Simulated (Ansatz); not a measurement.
The relaxed structure here is a generated cell of CoSi2: the first start was made by placing the elements on the sites of a structure type, and the end was not matched to a known phase here, so it may be hypothetical. Known forms of CoSi2 include space group No. 225.

The end point of a relaxation of CoSi2. All values below come from PBE (plane waves to 420 eV, PAW, scalar-relativistic; Ansatz, a program for electronic structure).

```cif
data_Co3Si6
_chemical_formula_sum 'Si6 Co3'
_space_group_name_H-M_alt 'P 1'
_space_group_IT_number 1
_cell_length_a 6.00946
_cell_length_b 6.00946
_cell_length_c 5.32371
_cell_angle_alpha 90.000
_cell_angle_beta 90.000
_cell_angle_gamma 143.255
loop_
_space_group_symop_operation_xyz
  'x, y, z'
loop_
_atom_site_label
_atom_site_type_symbol
_atom_site_fract_x
_atom_site_fract_y
_atom_site_fract_z
_atom_site_occupancy
Si1 Si 0.33472 0.66528 0.73494 1
Si2 Si 0.66528 0.33472 0.73494 1
Si3 Si 0.00000 0.00000 0.75826 1
Si4 Si 0.00000 0.00000 0.24174 1
Si5 Si 0.66528 0.33472 0.26506 1
Si6 Si 0.33472 0.66528 0.26506 1
Co1 Co 0.50000 0.50000 0.50000 1
Co2 Co 0.17167 0.82833 0.00000 1
Co3 Co 0.82833 0.17167 0.00000 1
```

Question: Determine the symmetry and give the standard cell with its independent sites.

Answer: Space group Cmmm (No. 65); a = 3.788 Å, b = 11.406 Å, c = 5.324 Å, α = β = γ = 90.00°

```
atom  site  symmetry       x       y       z
----  ----  --------  ------  ------  ------
Si      8n       m..  0.0000  0.3347  0.2651
Si      4k       mm2  0.0000  0.0000  0.2417
Co      2c       mmm  0.0000  0.5000  0.5000
Co      4i       m2m  0.0000  0.1717  0.0000
```

Question: Give the shortest distances between elements (the closest pairs, up to four, under 3.6 Å).

Answer: Co–Si 2.26 Å; Si–Si 2.50 Å; Co–Co 2.60 Å.

```json
{
  "volume_per_atom": "12.78 Å³",
  "density": "4.99 g/cm³",
  "band_gap": "no gap (metallic)"
}
```

No spin polarisation in the result. The relaxed primitive cell holds an odd number of electrons. A magnetic state may lie lower.

It was reached from a disturbed copy of a P-31m (No. 162) cell (AFLOW prototype AB2_hP9_162_ad_k (as in V2N)), against which it lies -0.34 eV/atom.
